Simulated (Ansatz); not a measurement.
HfTe (CsCl type, Pm-3m) at seven volumes, plane-wave PAW PBEsol (Ansatz code), scaled uniformly. One row is withheld.

```json
[
 {"V (Å³/atom)": "19.405", "P (GPa)": "13.79"},
 {"V (Å³/atom)": "20.045", "P (GPa)": "?"},
 {"V (Å³/atom)": "20.685", "P (GPa)": "3.88"},
 {"V (Å³/atom)": "21.325", "P (GPa)": "0.00"},
 {"V (Å³/atom)": "21.964", "P (GPa)": "-3.30"},
 {"V (Å³/atom)": "22.604", "P (GPa)": "-6.10"},
 {"V (Å³/atom)": "23.244", "P (GPa)": "-8.47"}
]
```

Task: Fit the shown pressures and predict the withheld one.

Result: Third-order Birch–Murnaghan: P = (3/2)B₀(x^(7/2) − x^(5/2))[1 + (3/4)(B′ − 4)(x − 1)] with x = (V₀/V)^(2/3). Least squares on the six rows gives V₀ = 21.325 Å³/atom, B₀ = 118.8 GPa, B′ = 4.39. At V = 20.045, x = 1.0421 and P = 8.43 GPa. The run itself gave 8.45 GPa.

The cell is a constructed one: a structure type filled with these elements; neither database checked (COD, Materials Project) lists it. Whether it is the stable phase at ambient conditions was not checked. Symmetry was held in the PBEsol relaxation; its stability against distortions is not shown here. The run is not spin-polarised. Spin–orbit coupling is left out wherever it is not named.

Potentials: the earlier of the program's two PAW sets. The files were generated under PBE; for other functionals the program regenerates the frozen cores, and for LDA and PBEsol the local potential too.
